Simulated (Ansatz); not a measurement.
HfB2:
```
CELL_PARAMETERS angstrom
      3.14499     0.00000     0.00000
     -1.57249     2.72364     0.00000
      0.00000     0.00000     3.48747
ATOMIC_POSITIONS crystal
  Hf 0.00000 0.00000 0.00000
  B  0.33333 0.66667 0.50000
  B  0.66667 0.33333 0.50000
```

Relaxed with PBE.

Which orbitals make up the states near the Fermi level in DFT-PBE in the program Ansatz with PAW potentials?

Within 0.5 eV of the Fermi level: Hf 5d 70 %, B 2p 27 %. Projections are on Löwdin-orthogonalised atomic valence shells; empty p or d shells of many metals are not among them.

Tabulate the density of states.

States/eV per cell of 3 atoms, in 0.25 eV bins, energy from the Fermi level.

```csv
E (eV),total,Hf 5d,B 2p,B 2s
-7.85,0.67,0.12,0.35,0.16
-7.60,0.67,0.12,0.36,0.15
-7.35,0.62,0.12,0.34,0.12
-7.10,0.61,0.12,0.34,0.11
-6.85,0.63,0.12,0.36,0.10
-6.60,0.69,0.14,0.41,0.09
-6.35,0.81,0.16,0.49,0.09
-6.10,0.69,0.14,0.43,0.07
-5.85,0.68,0.13,0.45,0.06
-5.60,1.05,0.19,0.73,0.06
-5.35,1.15,0.22,0.80,0.07
-5.10,1.12,0.25,0.76,0.06
-4.85,1.08,0.25,0.72,0.06
-4.60,1.22,0.30,0.81,0.05
-4.35,1.31,0.33,0.88,0.04
-4.10,1.66,0.47,1.08,0.03
-3.85,2.57,0.77,1.65,0.04
-3.60,1.91,0.57,1.24,0.03
-3.35,1.21,0.36,0.79,0.02
-3.10,1.62,0.55,1.00,0.01
-2.85,1.63,0.64,0.92,0.01
-2.60,1.07,0.58,0.45,0.01
-2.35,0.97,0.59,0.35,0.01
-2.10,0.90,0.58,0.29,0.00
-1.85,0.78,0.51,0.24,0.00
-1.60,0.67,0.45,0.20,0.00
-1.35,0.55,0.39,0.15,0.00
-1.10,0.44,0.32,0.11,0.00
-0.85,0.33,0.24,0.08,0.00
-0.60,0.20,0.15,0.05,0.00
-0.35,0.14,0.10,0.03,0.00
-0.10,0.20,0.15,0.05,0.00
0.15,0.33,0.23,0.09,0.00
0.40,0.42,0.29,0.12,0.00
0.65,0.52,0.35,0.15,0.00
0.90,0.63,0.42,0.18,0.00
1.15,0.77,0.50,0.23,0.01
1.40,1.16,0.66,0.38,0.06
1.65,1.19,0.69,0.37,0.07
1.90,1.07,0.65,0.30,0.06
2.15,1.01,0.66,0.26,0.05
2.40,0.99,0.66,0.24,0.05
2.65,1.05,0.71,0.23,0.05
2.90,1.24,0.87,0.25,0.06
3.15,1.26,0.86,0.26,0.07
3.40,1.24,0.83,0.26,0.07
3.65,1.36,0.90,0.29,0.09
3.90,1.50,0.98,0.31,0.10
4.15,1.65,1.08,0.33,0.11
4.40,1.72,1.11,0.33,0.14
4.65,1.74,1.10,0.33,0.17
```

Space group P6/mmm. Symmetry was held in the PBE relaxation. The run is not spin-polarised. Spin–orbit coupling is left out wherever it is not named.

Potentials: the later of the program's two PAW sets.
